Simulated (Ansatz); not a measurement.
Si (diamond)

```yaml
crystal:
  lattice:
    - [0.00000, 2.72203, 2.72203]
    - [2.72203, 0.00000, 2.72203]
    - [2.72203, 2.72203, 0.00000]
  atoms:
    - { symbol: Si, position: [0.50000, 0.50000, 0.50000] }
    - { symbol: Si, position: [0.75000, 0.75000, 0.75000] }
```

E(V) scan at fixed shape, V₀ the volume above. Symmetry pins the atoms to their sites.

Method: r2SCAN (plane waves to 500 eV, PAW, scalar-relativistic; Ansatz, a program for electronic structure). k mesh 10×10×10 (Γ-centred), Fermi-Dirac smearing 0.05 eV. E stands for the smeared free energy. Stress and pressure are positive under compression. Si was relaxed with its symmetry unable to fall. The PAW data are Ansatz's earlier set. ΔE is measured from the relaxed starting cell.

| V (Å³/atom) | ΔE (eV/atom) | P (GPa) |
|---|---|---|
| 16.942 | 0.2104 | 24.2 |
| 17.748 | 0.1095 | 16.2 |
| 18.555 | 0.0451 | 9.6 |
| 19.362 | 0.0105 | 4.3 |
| 20.169 | 0.0000 | 0.0 |
| 20.975 | 0.0091 | -3.5 |
| 21.782 | 0.0342 | -6.3 |
| 22.589 | 0.0721 | -8.6 |
| 23.396 | 0.1202 | -10.4 |

Derived quantities:

The pressure at the smallest volume is 24.2 GPa and the energy cost of the largest compression is 210.4 meV/atom. The energy cost of the largest expansion is 120.2 meV/atom, the bulk modulus B₀ (third-order Birch-Murnaghan fit) is 96.6 GPa and the pressure derivative B₀′ (fit) is 4.2. The equilibrium volume of the fit is 20.17 Å³/atom and the pressure for 5 % compression (fit) is 5.5 GPa.

(Under strain, the slope of the energy per volume gives the stress and its curvature an elastic modulus.)
